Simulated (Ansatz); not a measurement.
## Two states of La$_{2}$NiO$_{4}$

```
CELL_PARAMETERS angstrom
-1.94782 1.94782 6.36655
1.94782 -1.94782 6.36655
1.94782 1.94782 -6.36655
ATOMIC_POSITIONS crystal
La 0.36140 0.36140 0.00000
La 0.63860 0.63860 0.00000
Ni 0.00000 0.00000 0.00000
O 0.50000 0.00000 0.50000
O 0.00000 0.50000 0.50000
O 0.17700 0.17700 0.00000
O 0.82300 0.82300 0.00000
```

The numbers come from plane-wave PAW DFT (Ansatz): r2SCAN, with U_eff = 1.89 eV on Ni d (all-electron-ortho-atomic projectors), 500 eV, 6×6×6 Γ-centred k points, fermi-dirac occupations (width 0.1 eV). Nothing was relaxed. The cell carries a charge of -1 e on a uniform background.

State A: Ni3 up (collinear spin). State B: no moments (no spin polarisation).

Q: Which state is lower, and how do they differ?

A: State A is lower by 79.3 meV an atom at zero smearing; in free energy at this smearing B lies +82.1 meV an atom from A.

| state | free energy (meV/atom) | largest moment in a small sphere (μB) | net moment (μB/cell) | gap on mesh (eV) | pressure (GPa) | largest force (eV/Å) |
| --- | --- | --- | --- | --- | --- | --- |
| A | 0.0 | 1.36 | 1.58 | metal | n/a | 0.83 |
| B | 82.1 | 0.00 | 0.00 | metal | n/a | 1.65 |

Origin: a database entry at a rescaled volume. Caveats: another magnetic order, which this cell may not hold, can open a gap; the k mesh is coarse if the cell is a metal; charged cell with a uniform background; odd electron count without spin polarisation, so a magnetic state may lie lower; atoms or cell far from equilibrium.
